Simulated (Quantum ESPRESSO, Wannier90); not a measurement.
# Li3Sb (Fm-3m), plane waves to Wannier functions

```
begin unit_cell_cart
ang
    0.0000000000    3.2724600000    3.2724600000
    3.2724600000    0.0000000000    3.2724600000
    3.2724600000    3.2724600000    0.0000000000
end unit_cell_cart
begin atoms_frac
Li   0.5000000000  0.5000000000  0.5000000000
Li  -0.2500000000 -0.2500000000 -0.2500000000
Li   0.2500000000  0.2500000000  0.2500000000
Sb   0.0000000000  0.0000000000  0.0000000000
end atoms_frac
```

Structure: Materials Project mp-2074, symmetrised, not relaxed again. COD (Crystallography Open Database) has the formula in 2 space groups, this one among them (matched by group alone). Level: PBEsol, spinors with spin-orbit coupling; pw.x of Quantum ESPRESSO at 64 Ry with PseudoDojo potentials, 6×6×6 k-points, Wannier90. Density: 8×8×8 mesh, Gaussian smearing 0.01 Ry.

Bands 17-18 form an isolated set from -9.52 to -8.57 eV relative to the valence-band maximum (on the path) and are turned into 2 Wannier functions by minimising the spread from the start: atomic waves Sb 5s.

Where do the functions sit, how wide are they and what are they made of?


```json
[
 {"functions": "2", "spread (Å²)": "1.96", "nearest atom, distance (Å)": "Sb 0.00", "second atom, distance (Å)": "Li 2.83", "weight on atomic waves": "Sb 5s 76 %, Li 2s 23 %"}
]
```

Ω_I = 3.93 Å², Ω_total = 3.93 Å²; the interpolated bands follow pw.x to 0.1 meV rms on the path. Only this start was tried; a symmetric start can stop on a saddle, and mixtures of these functions could lower the total by at most Ω_total − Ω_I.
